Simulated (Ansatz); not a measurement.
Data sheet: NiP (DFT)

NiP:
```cif
data_Ni8P8
_chemical_formula_sum 'Ni8 P8'
_space_group_name_H-M_alt 'P 1'
_space_group_IT_number 1
_cell_length_a 4.79893
_cell_length_b 6.87532
_cell_length_c 5.93963
_cell_angle_alpha 90.000
_cell_angle_beta 90.000
_cell_angle_gamma 90.000
loop_
_space_group_symop_operation_xyz
  'x, y, z'
loop_
_atom_site_label
_atom_site_type_symbol
_atom_site_fract_x
_atom_site_fract_y
_atom_site_fract_z
_atom_site_occupancy
Ni1 Ni 0.98545 0.09950 0.30587 1
Ni2 Ni 0.01455 0.90050 0.69413 1
Ni3 Ni 0.51455 0.90050 0.80587 1
Ni4 Ni 0.48545 0.09950 0.19413 1
Ni5 Ni 0.48545 0.40050 0.69413 1
Ni6 Ni 0.51455 0.59950 0.30587 1
Ni7 Ni 0.01455 0.59950 0.19413 1
Ni8 Ni 0.98545 0.40050 0.80587 1
P1 P 0.82451 0.38259 0.44079 1
P2 P 0.17549 0.61741 0.55921 1
P3 P 0.67549 0.61741 0.94079 1
P4 P 0.32451 0.38259 0.05921 1
P5 P 0.32451 0.11741 0.55921 1
P6 P 0.67549 0.88259 0.44079 1
P7 P 0.17549 0.88259 0.05921 1
P8 P 0.82451 0.11741 0.94079 1
```

Space group Pbca (No. 61); conventional cell a = 4.799 Å, b = 6.875 Å, c = 5.940 Å, α = 90.00°, β = 90.00°, γ = 90.00°.

Method: PBEsol in the plane-wave PAW code Ansatz. The cell and atoms are relaxed at this level. Other levels are named where they apply.

Cell and energy:

Volume per atom: 12.25 Å³
Density: 6.08 g/cm³
Formation energy from the elements (no fitted shifts): -534 meV/atom

Electronic structure:

Electronic character: metallic (no gap)
Density of states at the Fermi level: 0.30 states/eV per atom (mean over ±0.08 eV)

Mechanics:

- Bulk modulus (Birch–Murnaghan fit) = 172 GPa
- Pressure derivative B′ = 4.9

Phonons:

- Highest zone-centre frequency: 396 cm⁻¹
- Zone-centre stability: no imaginary mode at Γ

The first step of the workflow began from a Materials Project structure, measured or hypothetical; the Crystallography Open Database files this formula in space group No. 61, but the cells were not matched. Its standing as an ambient phase is unchecked. The cell was relaxed with PBEsol under the symmetry of its start. No spin polarisation was allowed. As this level gives no gap, phonon frequencies hold no LO–TO term and depend on the k-mesh and smearing (Fermi–Dirac, 0.1 eV here). The references are the lowest solids computed at this level, not always the standard phases.

Potentials: the later of the program's two PAW sets.
